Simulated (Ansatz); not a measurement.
A relaxed structure of HfO2 is spoiled in several ways and relaxed again each time (noise and exchanges are one random draw each; squeezed and stretched starts keep its symmetry, which their runs cannot lower; pressure is positive under compression). All values below come from r2SCAN (plane waves to 500 eV, PAW, scalar-relativistic; Ansatz, a quantum-chemistry and plane-wave program).

Space group P4₂/nmc, origin choice 1 (No. 137); a = b = 3.5770 Å, c = 5.2036 Å, α = β = γ = 90.00°

| atom | site | symmetry | x | y | z |
|---|---|---|---|---|---|
| Hf | 2a | -4m2 | 0.0000 | 0.0000 | 0.0000 |
| O | 4d | 2mm. | 0.0000 | 0.5000 | 0.1961 |

| change | first pressure (GPa) | largest first force (eV/Å) | released (eV/atom) | moves | outcome | final group | E − E(parent) (eV/atom) |
|---|---|---|---|---|---|---|---|
| deformed by the Cartesian strain tensor (xx, yy, zz, yz, xz, xy) = (-0.020, -0.091, 0.058, -0.105, 0.044, -0.035) | – | – | 0.55 | 8 | returns to the parent | P4₂/nmc | 0.000 |
| stretched uniformly to 150 % of its volume | -45.0 | 1.34 | 1.11 | 7 | returns to the parent | P4₂/nmc | 0.000 |
| with one O and one Hf atom exchanged in a cell of 6 atoms | – | – | 2.4 | 26 | trapped higher | Pmm2 | +0.550 |
| doubled along one cell vector, shaken by Gaussian noise of σ = 0.08 Å a coordinate | 8.3 | 4.74 | 0.17 | 4 | returns to the parent | P4₂/nmc | 0.000 |

First-step values come from each run's starting, coarser k-mesh (7×7×5, 6×6×4, 4×7×5). Each cell has its own k-point mesh; energy differences are given only to the digits this allows. No spin polarisation in the result.
